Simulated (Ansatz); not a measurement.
Data:

Mo:
```yaml
crystal:
  lattice:
    - [-1.56472, 1.56472, 1.56472]
    - [1.56472, -1.56472, 1.56472]
    - [1.56472, 1.56472, -1.56472]
  atoms:
    - { symbol: Mo, position: [0.00000, 0.00000, 0.00000] }
```

This is the PBEsol-relaxed structure.

Problem. All from DFT-PBEsol in the program Ansatz with PAW potentials, unless another level is named. Predict the Debye temperature from the elastic constants.

Solution. 467 K.

Problem. And the elastic constants (relaxed ions, GPa)?

Solution. C11 = 496, C12 = 173, C44 = 107.

Space group Im-3m (bcc (W type)). Symmetry was held in the PBEsol relaxation. No spin polarisation was allowed. As this level gives no gap, shear constants depend on the k-mesh and smearing (Fermi–Dirac, 0.1 eV here).

Potentials: the earlier of the program's two PAW sets. The files were generated under PBE; for other functionals the program regenerates the frozen cores, and for LDA and PBEsol the local potential too.
